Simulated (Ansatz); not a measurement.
Input:

MoIr:
```yaml
crystal:
  lattice:
    - [2.75328, 0.00000, 0.00000]
    - [-1.37664, 2.38441, 0.00000]
    - [0.00000, 0.00000, 4.42866]
  atoms:
    - { symbol: Mo, position: [0.00000, 0.00000, 0.00000] }
    - { symbol: Ir, position: [0.33333, 0.66667, 0.50000] }
```

This is the PBEsol-relaxed structure.

Problem. All from PBEsol in the plane-wave PAW code Ansatz, unless another level is named. Estimate the formation energy from the elements (no fitted shifts).

Solution. -0.21 eV/atom.

Problem. And the density of states at the Fermi level?

Solution. 0.78 states/eV per atom (mean over ±0.08 eV).

Space group P-6m2. The workflow started from a Materials Project entry (that database holds measured and hypothetical structures alike); the Crystallography Open Database copy checked does not list it. COD files the formula under space group No. 51. With Mo and Ir taken as one species the cell has the higher symmetry P6_3/mmc, so it may be an ordered model of a mixed-site phase. Whether it is the stable phase at ambient conditions was not checked. The cell was relaxed with PBEsol under the symmetry of its start; whether a distortion lowers the energy is not shown. No spin polarisation was allowed. The references are the lowest solids computed at this level, not always the standard phases. Spin–orbit coupling is left out wherever it is not named.

Potentials: the later of the program's two PAW sets.
